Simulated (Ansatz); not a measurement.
# Ge: electron density at the nuclei under pressure

```yaml
crystal:
  lattice:
    - [0.00000, 2.82877, 2.82877]
    - [2.82877, 0.00000, 2.82877]
    - [2.82877, 2.82877, 0.00000]
  atoms:
    - { symbol: Ge, position: [0.50000, 0.50000, 0.50000] }
    - { symbol: Ge, position: [0.75000, 0.75000, 0.75000] }
```

Atoms are numbered in the order listed.

The cell is a measured one (Crystallography Open Database entry 9011050); the temperature and pressure of the measurement aren't taken into account, and nothing was relaxed.

Method: DFT, PBEsol, all-electron PAW with datasets made for the crystal, scalar-relativistic in Ansatz 0.2.0.

Sampling and basis: a Γ-centred 11×11×11 k mesh, Fermi–Dirac smearing of 0.05 eV, cutoff 140 eV (chosen by the program for this cell), no spin polarisation.

The contact density is the mean electron density over the nuclear volume; its changes set Mössbauer isomer shifts. Changes below are taken from the unscaled cell, where it is 209917 e/Å³ at Ge1.

Volumes at which the program chose other datasets or cutoffs are left out.

The datasets are made afresh for each cell, so very small changes are uncertain.

Task: Does compression raise or lower the contact density at Ge1?

Result: It lowers it, by 3.15 e/Å³ over the whole range.

Task: Tabulate the changes with volume.

Result: 
```
V/V(cell)  P (GPa)  Δρ(0) Ge1 (e/Å³)
   0.9900      1.4             -0.45
   1.0000      0.7              0.00
   1.0100      0.0              0.45
   1.0200     -0.7              0.89
   1.0400     -1.8              1.78
   1.0600     -2.9              2.70
```
